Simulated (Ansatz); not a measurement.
KTaF₆:
```yaml
crystal:
  lattice:
    - [5.15031, 0.00000, 0.00000]
    - [0.00000, 5.15031, 0.00000]
    - [0.00000, 0.00000, 9.27968]
  atoms:
    - { symbol: K, position: [0.00000, 0.00000, 0.00000] }
    - { symbol: K, position: [0.00000, 0.00000, 0.50000] }
    - { symbol: Ta, position: [0.50000, 0.50000, 0.25000] }
    - { symbol: Ta, position: [0.50000, 0.50000, 0.75000] }
    - { symbol: F, position: [0.23844, 0.23844, 0.25000] }
    - { symbol: F, position: [0.23844, 0.76156, 0.75000] }
    - { symbol: F, position: [0.76156, 0.76156, 0.25000] }
    - { symbol: F, position: [0.76156, 0.23844, 0.75000] }
    - { symbol: F, position: [0.31505, 0.68510, 0.10708] }
    - { symbol: F, position: [0.68510, 0.68495, 0.89292] }
    - { symbol: F, position: [0.68495, 0.31490, 0.10708] }
    - { symbol: F, position: [0.31490, 0.31505, 0.89292] }
    - { symbol: F, position: [0.68495, 0.68510, 0.60708] }
    - { symbol: F, position: [0.31490, 0.68495, 0.39292] }
    - { symbol: F, position: [0.31505, 0.31490, 0.60708] }
    - { symbol: F, position: [0.68510, 0.31505, 0.39292] }
```

x, y and z are the axes in which the lattice vectors are written.

Question: Give the high-frequency dielectric tensor and the Born effective charge tensors of the independent atoms from DFPT, LDA (plane waves, PAW; program Ansatz).

Answer: 
ε∞:
```
2.17  0.00  0.00
0.00  2.17  0.00
0.00  0.00  2.20
```
Z* of atom 1 (K), rows: field, columns: displacement, in e:
```
1.37  0.00  0.00
0.00  1.37  0.00
0.00  0.00  1.25
```
Z* of atom 3 (Ta), rows: field, columns: displacement, in e:
```
 4.83  -0.05   0.00
-0.05   4.83   0.00
 0.00   0.00   5.18
```
Z* of atom 5 (F), rows: field, columns: displacement, in e:
```
-1.23  -0.66   0.00
-0.66  -1.23   0.00
 0.00   0.00  -0.64
```
Z* of atom 9 (F), rows: field, columns: displacement, in e:
```
-0.93   0.41  -0.48
 0.41  -0.93   0.48
-0.52   0.52  -1.29
```

Space group P4_2/mcm. The workflow started from a Materials Project entry (that database holds measured and hypothetical structures alike); the Crystallography Open Database copy checked does not list it. Whether it is the stable phase at ambient conditions was not checked. The cell was relaxed with LDA under the symmetry of its start; phonons show weakly imaginary modes. The run is not spin-polarised. Scalar-relativistic: spin–orbit coupling is off unless named, which matters more the heavier the elements.

Potentials: the later of the program's two PAW sets.
